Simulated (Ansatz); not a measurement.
A generated cell, not matched to a known phase here, of AgPd: Pmmn, origin choice 1 (No. 59), oP4; a = 2.7958 Å, b = 3.9609 Å, c = 5.6043 Å, α = 90.00°, β = 90.00°, γ = 90.00°; Pd 2a (0.000, 0.000, 0.621); Ag 2a (0.000, 0.000, 0.129). Calculation: PBEsol (plane waves to 420 eV, PAW, scalar-relativistic; Ansatz, a quantum-chemistry and plane-wave program). Element references, the lowest calculated here: Pd (Fm-3m), Ag (Fm-3m).

Q: Predict the formation energy of this Pmmn form of AgPd from the elements from PBEsol.

A: -0.04 eV/atom.

A lower structure of this composition may exist.

Static energies, no anion corrections, no zero-point energy. Values are rounded to 0.01 eV/atom. Not shown to be the ambient phase of their composition (a lower form may be missing, and a cell relaxed within its start's symmetry can be a saddle point): AgPd (Pmmn). The compounds carry no spin polarisation.
